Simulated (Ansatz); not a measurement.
NiBi₃:
```xyz
16
Lattice="8.7995 0.0000 0.0000 0.0000 4.0935 0.0000 0.0000 0.0000 11.3089" Properties=species:S:1:pos:R:3 pbc="T T T"
Ni     0.7809     1.0234     5.4417
Ni     8.0186     3.0701     5.8672
Ni     3.6189     3.0701    11.0961
Ni     5.1806     1.0234     0.2128
Bi     1.7639     3.0701     6.9098
Bi     7.0356     1.0234     4.3991
Bi     2.6358     1.0234     1.2553
Bi     6.1637     3.0701    10.0535
Bi     1.0347     3.0701    10.2924
Bi     7.7649     1.0234     1.0165
Bi     3.3651     1.0234     4.6379
Bi     5.4344     3.0701     6.6709
Bi     3.5958     1.0234     9.2883
Bi     5.2038     3.0701     2.0205
Bi     0.8040     3.0701     3.6339
Bi     7.9955     1.0234     7.6750
```

Relaxed with PBEsol. Special points in fractions of this cell's reciprocal vectors: Γ (0.000, 0.000, 0.000); X (0.500, 0.000, 0.000); S (0.500, 0.500, 0.000); Y (0.000, 0.500, 0.000); Z (0.000, 0.000, 0.500); U (0.500, 0.000, 0.500); R (0.500, 0.500, 0.500); T (0.000, 0.500, 0.500).

Q: List the band energies nearest the Fermi level at these points for plane-wave PAW PBEsol (Ansatz code).

A: In eV from the Fermi level; about four levels below and three above (degenerate sets whole), none deeper than 8.9 eV; points with the same levels are listed once.

```json
[
 {"k": "Γ", "below": "-0.46 -0.44 -0.32 -0.07", "above": "0.21 0.21 0.34"},
 {"k": "X", "below": "-0.38 -0.38 -0.12 -0.12", "above": "0.58 0.58 0.63 0.63"},
 {"k": "S", "below": "-0.92 -0.92 -0.92 -0.92", "above": "1.02 1.02 1.02 1.02"},
 {"k": "Y", "below": "-1.40 -1.40 -0.30 -0.30", "above": "0.11 0.11 0.33 0.33"},
 {"k": "Z", "below": "-0.52 -0.52 -0.06 -0.06", "above": "0.55 0.55 0.60 0.60"},
 {"k": "U", "below": "-0.32 -0.32 -0.21 -0.21", "above": "0.73 0.73 0.81 0.81"},
 {"k": "R", "below": "-0.34 -0.34 -0.34 -0.34", "above": "0.08 0.08 0.08 0.08"},
 {"k": "T", "below": "-0.50 -0.50 -0.06 -0.06", "above": "0.36 0.36 0.36 0.36"}
]
```

Space group Pnma. The workflow started from a Materials Project entry (that database holds measured and hypothetical structures alike); the Crystallography Open Database copy checked does not list it. Its standing as an ambient phase is unchecked. Symmetry was held in the PBEsol relaxation; its stability against distortions is not shown here. No spin polarisation was allowed. Scalar-relativistic: spin–orbit coupling is off unless named, which matters more the heavier the elements.

Potentials: the later of the program's two PAW sets.
